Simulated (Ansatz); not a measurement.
BaGaHO2:
```xyz
5
Lattice="3.9800 0.0000 0.0000 0.0000 3.9800 0.0000 0.0000 0.0000 3.8977" Properties=species:S:1:pos:R:3 pbc="T T T"
Ba     1.9900     1.9900     1.9489
Ga     0.0000     0.0000     0.0000
O      1.9900     0.0000     0.0000
O      0.0000     1.9900     0.0000
H      0.0000     0.0000     1.9489
```

r²SCAN in the plane-wave PAW code Ansatz gives a gap of 0.88 eV without spin–orbit coupling, maximum at A, minimum at Z.

Q: What happens when spin–orbit coupling is switched on?

A: The gap hardly moves, to 0.88 eV; maximum at A, minimum at Z.

Q: Give the electron effective mass with spin–orbit coupling.

A: 0.13, 0.21, 0.21 mₑ (principal values).

Q: Give the hole effective mass with spin–orbit coupling.

A: 0.70, 0.70, 14 mₑ (principal values).

Space group P4/mmm. The start of the workflow was typed in or built on a structure type; neither database checked (COD, Materials Project) lists it. Its standing as an ambient phase is unchecked. Symmetry was held in the r²SCAN relaxation; whether a distortion lowers the energy is not shown.

Potentials: the earlier of the program's two PAW sets.
